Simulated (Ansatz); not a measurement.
Consider the following.

Starting cell, KMgF$_{3}$ (cubic perovskite):

```yaml
crystal:
  lattice:
    - [8.10854, 0.00000, 0.00000]
    - [4.05427, 4.05427, 0.00000]
    - [0.00000, 0.00000, 4.05427]
  atoms:
    - { symbol: K, position: [0.00000, 0.50000, 0.50000] }
    - { symbol: K, position: [0.50000, 0.50000, 0.50000] }
    - { symbol: Mg, position: [0.00000, 0.00000, 0.00000] }
    - { symbol: Mg, position: [0.50000, 0.00000, 0.00000] }
    - { symbol: F, position: [0.75000, 0.50000, 0.00000] }
    - { symbol: F, position: [0.25000, 0.50000, 0.00000] }
    - { symbol: F, position: [0.25000, 0.00000, 0.00000] }
    - { symbol: F, position: [0.75000, 0.00000, 0.00000] }
    - { symbol: F, position: [0.00000, 0.00000, 0.50000] }
    - { symbol: F, position: [0.50000, 0.00000, 0.50000] }
```

A phonon eigenvector at M = (0.5, 0.5, 0.0) is frozen into this cell: atom i moves by Q times the vector below, so Q is the largest atomic displacement, in Å. The cell is held. (q is in reciprocal vectors of the primitive cell; the cell shown is doubled to hold the pattern.)

```
atom      x      y       z
----  -----  -----  ------
Mg3   0.000  0.000   1.000
Mg4   0.000  0.000  -1.000
F9    0.000  0.000   0.765
F10   0.000  0.000  -0.765
```

Atoms not listed stay in place.

Level of theory: PBE (plane waves to 420 eV, PAW, scalar-relativistic; Ansatz, a first-principles code). k mesh 8×8×8 (Γ-centred), Fermi-Dirac smearing 0.05 eV. The energy includes the smearing's −TS. KMgF3 was relaxed with its symmetry unable to fall. ΔE is measured from the undisplaced structure.

The scan covers Q from -0.280 to 0.280 Å in 13 points.

Problem. Which space group does the distorted structure have?

Solution. P4/nmm (No. 129), lowered from Pm-3m.

Problem. What is the energy change at Q = 0.280 Å?

Solution. 480 meV/cell.

Problem. What harmonic wavenumber does the curvature at Q = 0 give?

Solution. 216 cm⁻¹.

(For displaced atoms, the force is minus the slope of the energy, and its curvature is a force constant, which sets phonon frequencies.)
